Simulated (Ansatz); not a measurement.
SrSi2 in space group I4_1/amd (No. 141; Sr on 4a, Si on 8e), DFT-PBEsol in the program Ansatz with PAW potentials, all energies at zero smearing, with the estimated change up to a 700 eV cutoff added, with one set of potentials and settings (totals compare only within such a set). Cell of 6 atoms (2 Sr, 4 Si): -9473.003 eV.

| element | reference phase | E (eV/atom) |
|---|---|---|
| Sr | Fm-3m, 1 atoms in the cell | -3492.2134 |
| Si | Fd-3m, 2 atoms in the cell | -621.4920 |

Formation energy per atom, worked out: (-9473.003 − 2×(-3492.2134) − 4×(-621.4920))/6 = -0.435 eV/atom (-42 kJ per mol of atoms), at 0 K, without zero-point energy or fitted corrections.

The workflow started from an entry of the Crystallography Open Database (COD), which files this formula under 3 space groups. Whether it is the stable phase at ambient conditions was not checked. The PBEsol relaxation kept the symmetry of its start; its stability against distortions is not shown here. The references are the lowest solids computed at this level, not always the standard phases.

Potentials: the later of the program's two PAW sets.
